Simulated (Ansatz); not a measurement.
A geometry of Bi2Se3 away from equilibrium: step 3 of the relaxation of a relaxed Bi2Se3 cell with every coordinate shifted by Gaussian noise of σ = 0.1 Å. Method: PBE (plane waves to 420 eV, PAW, scalar-relativistic; Ansatz, a quantum-chemistry and plane-wave program). Γ-centred k-mesh 7×7×7 on the run's cell (coarser than for final values), Fermi–Dirac smearing 0.05 eV.

```xyz
5
Lattice="2.1453 1.3021 10.3321 -2.1153 1.3047 10.3258 0.0173 -2.3444 10.2986" Properties=species:S:1:pos:R:3:forces:R:3 pbc="T T T" free_energy=-41207.667 pressure_GPa=-0.7
Bi     0.0101    -0.0057    12.3069    0.0486   -0.0359   -0.0615
Bi     0.0051     0.1250    18.7550    0.0526   -0.1215   -0.2068
Se     0.0385    -0.1454     0.0609   -0.0404    0.0620   -0.0722
Se     0.0275    -0.0274     6.8496   -0.0160    0.0841    0.2498
Se     0.0576     0.0438    24.1502   -0.0448    0.0113    0.0907
```

Positions in Å, forces in eV/Å, free energy of the cell in eV (comparable only within this code, potentials and settings). Largest force: 0.26 eV/Å, on Se4 (atoms numbered as listed); the geometry lies 0.01 eV/atom above the end of its relaxation.

No spin polarisation in the result.
